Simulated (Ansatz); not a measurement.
All-electron LAPW in Ansatz 0.2.0 under LDA, scalar-relativistic, energies extrapolated to zero smearing. Slabs are 1×1 cells cut from bulk crystals relaxed on PAW files, with atoms then relaxed, 16 to 20 Å of vacuum, a dipole correction, k spacings of 0.16 to 0.26 Å⁻¹ and smearing of 0.02 to 0.1 eV, without spin–orbit coupling; Cr, Mn, Fe, Co, Ni, Eu and Gd start ferromagnetic, the others run without spin. The bulk type named needn't be the stable one, and no reconstruction is allowed.

(1) Order these slabs by work function, lowest first.
A. fcc Ir (100), 5 layers
B. fcc Pd (111), 5 layers
C. hcp Co (10-10), 6 layers
D. bcc Rb (211), 5 layers

Results:

(1) D (2.37 eV), C (5.13 eV), B (5.63 eV), A (5.91 eV).
